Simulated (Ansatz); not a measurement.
BeTe:
```cif
data_Be2Te2
_chemical_formula_sum 'Be2 Te2'
_space_group_name_H-M_alt 'P 1'
_space_group_IT_number 1
_cell_length_a 3.80127
_cell_length_b 3.80127
_cell_length_c 5.97750
_cell_angle_alpha 90.000
_cell_angle_beta 90.000
_cell_angle_gamma 120.000
loop_
_space_group_symop_operation_xyz
  'x, y, z'
loop_
_atom_site_label
_atom_site_type_symbol
_atom_site_fract_x
_atom_site_fract_y
_atom_site_fract_z
_atom_site_occupancy
Be1 Be 0.00000 0.00000 0.00000 1
Be2 Be 0.00000 0.00000 0.50000 1
Te1 Te 0.33333 0.66667 0.25000 1
Te2 Te 0.66667 0.33333 0.75000 1
```

This is the PBEsol-relaxed structure.

Task: All from the program Ansatz at the PBEsol level (PAW), unless another level is named. Predict the electronic character.

Result: metallic (no gap).

Task: And the formation energy from the elements (no fitted shifts)?

Result: 0.077 eV/atom.

Task: What about the density of states at the Fermi level?

Result: 0.14 states/eV per atom (mean over ±0.08 eV).

Task: Predict the gap with spin–orbit coupling.

Result: none (metallic).

Space group P6_3/mmc (NiAs type). This is a known high-pressure phase of the composition, computed here at zero pressure and temperature. The cell was relaxed with PBEsol under the symmetry of its start. At this level the phase is dynamically unstable (imaginary phonons). The references are the lowest solids computed at this level, not always the standard phases. Scalar-relativistic: spin–orbit coupling is off unless named, which matters more the heavier the elements.

Potentials: the earlier of the program's two PAW sets. The files were generated under PBE; for other functionals the program regenerates the frozen cores, and for LDA and PBEsol the local potential too.
